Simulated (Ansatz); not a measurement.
Nb$_{2}$InC:
```yaml
crystal:
  lattice:
    - [3.15884, 0.00000, 0.00000]
    - [-1.57942, 2.73564, 0.00000]
    - [0.00000, 0.00000, 14.32811]
  atoms:
    - { symbol: Nb, position: [0.66667, 0.33333, 0.91738] }
    - { symbol: Nb, position: [0.33333, 0.66667, 0.08262] }
    - { symbol: Nb, position: [0.33333, 0.66667, 0.41738] }
    - { symbol: Nb, position: [0.66667, 0.33333, 0.58262] }
    - { symbol: In, position: [0.66667, 0.33333, 0.25000] }
    - { symbol: In, position: [0.33333, 0.66667, 0.75000] }
    - { symbol: C, position: [0.00000, 0.00000, 0.00000] }
    - { symbol: C, position: [0.00000, 0.00000, 0.50000] }
```

Relaxed with PBEsol. Special points in fractions of this cell's reciprocal vectors: Γ (0.000, 0.000, 0.000); M (0.500, 0.000, 0.000); K (0.333, 0.333, 0.000); A (0.000, 0.000, 0.500); L (0.500, 0.000, 0.500); H (0.333, 0.333, 0.500).

Task: List the band energies nearest the Fermi level at these points for PBEsol with spin–orbit coupling in the plane-wave PAW code Ansatz.

Result: In eV from the Fermi level; about four levels below and three above (degenerate sets whole), none deeper than 8.9 eV; points with the same levels are listed once.

| k | below | above |
|---|---|---|
| Γ | -0.50 -0.50 -0.50 -0.50 | 0.91 0.91 0.95 0.95 |
| M | -1.54 -1.54 -1.54 -1.54 | 1.30 1.30 1.53 1.53 |
| K | -1.42 -1.42 -1.37 -1.37 | 0.09 0.09 0.53 0.53 |
| A | -0.50 -0.50 -0.50 -0.50 | 0.97 0.97 0.97 0.97 |
| L | -1.54 -1.54 -1.54 -1.54 | 1.59 1.59 1.59 1.59 |
| H | -0.70 -0.70 -0.64 -0.64 | 0.41 0.41 0.47 0.47 |

Space group P6_3/mmc. The first step of the workflow began from a Materials Project structure, measured or hypothetical; the Crystallography Open Database copy checked does not list it. Whether it is the stable phase at ambient conditions was not checked. The PBEsol relaxation kept the symmetry of its start; whether a distortion lowers the energy is not shown. No spin polarisation was allowed.

Potentials: the later of the program's two PAW sets.
